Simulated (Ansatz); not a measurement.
**Sm, first-principles data**

Sm:
```
Sm
1.0
    1.77950     1.02739     8.57491
   -1.77950     1.02739     8.57491
    0.00000    -2.05479     8.57491
Sm
3
Direct
  0.00000   0.00000   0.00000
  0.22198   0.22198   0.22198
  0.77802   0.77802   0.77802
```
The run is spin-polarised; directions of the spins, atom by atom: ↑ ↑ ↑.

Space group R-3m (No. 166), 9R (Sm type); conventional cell a = 3.5590 Å, b = 3.5590 Å, c = 25.7247 Å, α = 90.00°, β = 90.00°, γ = 120.00°.

Method: the program Ansatz at the LDA level (PAW). The cell and atoms are relaxed at this level. Other levels are named where they apply.

**Cell and energy**

| Item | Value |
|---|---|
| Volume per atom | 31.35 Å³ |
| Density | 7.96 g/cm³ |

**Electronic structure**

| Quantity | Value |
|---|---|
| Electronic character | metallic (no gap) |
| Density of states at the Fermi level | 12 states/eV per atom (mean over ±0.08 eV) |

**Magnetism**

| Quantity | Result |
|---|---|
| Magnetic order | ferromagnetic |
| Net moment | 6.33 μB per atom |

The cell was relaxed with LDA under the symmetry of its start. Spin order of the final state: ferromagnetic, the only order run, not a proven ground state. Caveat: open 4f shells can settle in a state that is not the lowest. No Hubbard U is applied. Axis ratios of metals converge slowly with the k-mesh, so a and c are less sure than the volume. Scalar-relativistic: spin–orbit coupling is off unless named, which matters more the heavier the elements.

Potentials: the later of the program's two PAW sets.
